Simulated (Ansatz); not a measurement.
This cell of CdS (wurtzite) is off equilibrium:

```yaml
crystal:
  lattice:
    - [4.08116, 0.00000, 0.00000]
    - [-2.04058, 3.53438, 0.00000]
    - [0.00000, 0.00000, 6.64232]
  atoms:
    - { symbol: Cd, position: [0.33333, 0.66667, 0.99917] }
    - { symbol: Cd, position: [0.66667, 0.33333, 0.49917] }
    - { symbol: S, position: [0.33333, 0.66667, 0.37563] }
    - { symbol: S, position: [0.66667, 0.33333, 0.87563] }
```

Level of theory: PBE (plane waves to 420 eV, PAW, scalar-relativistic; Ansatz, an electronic-structure program). k mesh 9×9×5 (Γ-centred), Fermi-Dirac smearing 0.05 eV. The energy includes the smearing's −TS. Stress and pressure are positive under compression. As the atoms are clamped, bonds stretch with the cell, which overstates energies and stresses. CdS was relaxed with its symmetry unable to fall.

**Question.** Give the stress tensor in GPa and the pressure.

**Answer.** 
```
   5.37     0.00     0.00
   0.00     5.37     0.00
   0.00     0.00     5.38
```
The pressure, a third of the trace, is 5.37 GPa.

**Question.** It is the relaxed cell deformed to V/V₀ = 0.920, (c/a)/(c/a)₀ = 1.000, c along z, fractional positions held. What is its energy relative to the relaxed cell?

**Answer.** 32.3 meV/atom.

(A scan under strain: stresses follow from slopes of the energy per volume, elastic moduli from its curvatures.)
